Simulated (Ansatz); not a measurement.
La2O3:
```cif
data_La2O3
_chemical_formula_sum 'La2 O3'
_space_group_name_H-M_alt 'P-3m1'
_space_group_IT_number 164
_space_group_name_Hall '-P 3 2"'
_cell_length_a 3.90622
_cell_length_b 3.90622
_cell_length_c 6.04095
_cell_angle_alpha 90.000
_cell_angle_beta 90.000
_cell_angle_gamma 120.000
loop_
_atom_site_label
_atom_site_type_symbol
_atom_site_symmetry_multiplicity
_atom_site_Wyckoff_symbol
_atom_site_fract_x
_atom_site_fract_y
_atom_site_fract_z
_atom_site_occupancy
La1 La 2 d 0.33333 0.66667 0.24538 1
O1 O 2 d 0.66667 0.33333 0.35399 1
O2 O 1 a 0.00000 0.00000 0.00000 1
```

Relaxed at zero pressure with DFT-PBEsol in the program Ansatz with PAW potentials.

Task: The volume is raised by 6 % and shape and atoms relax at that volume. What pressure results, and how do the axes share the change?

Result: -6.1 GPa; a 1.1 %, b 1.1 %, c 3.6 %; the energy rises by 19 meV/atom.

Task: Give the new structure.

Result: 
Space group P-3m1 (No. 164); a = 3.9508 Å, b = 3.9508 Å, c = 6.2596 Å, α = 90.00°, β = 90.00°, γ = 120.00°

| atom | site | symmetry | x | y | z |
|---|---|---|---|---|---|
| La | 2d | 3m. | 0.3333 | 0.6667 | 0.2498 |
| O | 2d | 3m. | 0.6667 | 0.3333 | 0.3564 |
| O | 1a | -3m. | 0.0000 | 0.0000 | 0.0000 |

The phase is kept; no other phase was compared at this pressure.

Symmetry was held in the PBEsol relaxation. Spin–orbit coupling is left out wherever it is not named.

Potentials: the earlier of the program's two PAW sets. The files were generated under PBE; for other functionals the program regenerates the frozen cores, and for LDA and PBEsol the local potential too.
